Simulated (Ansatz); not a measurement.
## How far do frozen cores hold at 0.4 of the volume?

Ansatz 0.2.0 under PBEsol, scalar-relativistic: all-electron LAPW against the default frozen-core PAW files (made under PBE) and norm-conserving files, on the same cells and meshes. Each crystal is compressed to 0.4 of its own relaxed volume, with k spacings near 0.17 Å⁻¹ and smearing of 0.05 to 0.1 eV; spin polarisation is left out. The structure types needn't be the stable ones.

Q: For which of Ag (diamond), Sr (bcc), In (sc), Os (hcp), CuS (zincblende), Na (hcp), Sn (hcp) does the PAW pressure depart most from LAPW, and by how much?

A: CuS (zincblende), by -0.83 %. All values:

```
         crystal  V (Å³/atom)  P LAPW (GPa)  PAW − LAPW (%)  energy rise, PAW − LAPW (meV/atom)  norm-conserving − LAPW (%)
    Ag (diamond)        11.01         445.4           -0.15                                  -8                        1.54
        Sr (bcc)        20.49          43.2           -0.02                                   0                        0.13
         In (sc)        10.93         388.3           -0.24                                 -10                        0.25
        Os (hcp)         5.56          2885            0.41                                 153                       -0.16
CuS (zincblende)         6.73         711.4           -0.83                                 -32                        0.12
        Na (hcp)        14.57          39.9            0.16                                   2                        0.25
        Sn (hcp)        10.50         457.5            0.14                                  10                       -0.26
```
